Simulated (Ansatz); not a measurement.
As (space group R-3m)

```yaml
crystal:
  lattice:
    - [3.76004, 2.17086, 6.65675]
    - [0.00000, 2.17086, 6.65675]
    - [0.00000, -2.17086, 3.32837]
  atoms:
    - { symbol: As, position: [0.00000, 0.23051, 0.23051] }
    - { symbol: As, position: [0.50000, 0.23051, 0.23051] }
    - { symbol: As, position: [0.00000, 0.76949, 0.76949] }
    - { symbol: As, position: [0.50000, 0.76949, 0.76949] }
```

A phonon eigenvector at F = (0.5, 0.5, 0.0) is frozen into this cell: atom i moves by Q times the vector below, so Q is the largest atomic displacement, in Å. The cell is held. (q is in reciprocal vectors of the primitive cell; the cell shown is doubled to hold the pattern.)

| atom | x | y | z |
|---|---|---|---|
| As1 | 1.000 | 0.000 | 0.000 |
| As2 | -1.000 | 0.000 | 0.000 |
| As3 | 1.000 | 0.000 | 0.000 |
| As4 | -1.000 | 0.000 | 0.000 |

Level of theory: LDA (plane waves to 420 eV, PAW, scalar-relativistic; Ansatz, a program for electronic structure). k mesh 11×11×11 (Γ-centred), Fermi-Dirac smearing 0.05 eV. The energy includes the smearing's −TS. With partly filled bands, energies and forces of such displacements shift with the k mesh and the smearing. As was relaxed with its symmetry unable to fall. ΔE is measured from the undisplaced structure. The last digit holds for this mesh only.

| Q (Å) | ΔE (meV/cell) |
|---|---|
| -0.1000 | 152.1 |
| -0.0833 | 104.9 |
| -0.0667 | withheld |
| -0.0500 | 37.5 |
| -0.0333 | 16.6 |
| -0.0167 | 4.2 |
| 0.0000 | 0.0 |
| 0.0167 | 4.2 |
| 0.0333 | 16.6 |
| 0.0500 | 37.5 |
| 0.0667 | withheld |
| 0.0833 | 104.9 |
| 0.1000 | 152.1 |

### Question
Fit an even polynomial form (powers 2, 4) to the given rows and predict ΔE at Q = 0.0667.

### Answer
Least squares on the 11 given rows: ΔE = (14920)·Q² + (28610)·Q⁴, in meV/cell with Q in Å; root-mean-square residual 0.03 meV/cell. At 0.0667 the fit gives 66.9 meV/cell; the calculation gives 66.9 meV/cell, the same to the digits shown. The quadratic term alone would give 66.4 meV/cell.

(For displaced atoms, the force is minus the slope of the energy, and its curvature is a force constant, which sets phonon frequencies.)
